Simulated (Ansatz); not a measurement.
# LaHg (Pm-3m): the size of the finite step

```
La Hg
1.0
     3.90065    0.00000    0.00000
     0.00000    3.90065    0.00000
     0.00000    0.00000    3.90065
La Hg
1 1
Direct
  0.50000 0.50000 0.50000
  0.00000 0.00000 0.00000
```

Conventional cell: a = 3.901 Å, b = 3.901 Å, c = 3.901 Å, α = 90.00°, β = 90.00°, γ = 90.00°. Around La (atom 1) lie 8 Hg at 3.38 Å. Around Hg (atom 2) lie 8 La at 3.38 Å.

Computed, not measured; unless marked otherwise by r²SCAN, PAW on Ansatz 0.2.0's default frozen-core files (fitted under PBE), scalar-relativistic. k mesh 12×12×12, strains of ±0.005, Fermi-Dirac smearing of 0.100 eV, cutoff 500 eV. The cell was relaxed by PAW under this functional.

(1) Elastic constants come from stresses at strains of ±0.005 (two-point stencil): C11 = 69.4, C12 = 47.5, C44 = 22.9 GPa. What does an amplitude of 0.0002 give?

Results:

(1) C11 = 69.4, C12 = 47.5, C44 = 22.9 GPa. Nothing moves by 1 %. Steps under 0.001 aren't safe in general, since the basis can change from cell to cell and the noise grows as 1/δ.

Limits of these numbers: frozen-core PAW files fitted under PBE, their cores solved anew for the functional of the run; responses of metals move with mesh and smearing; no spin-orbit coupling on heavy atoms.
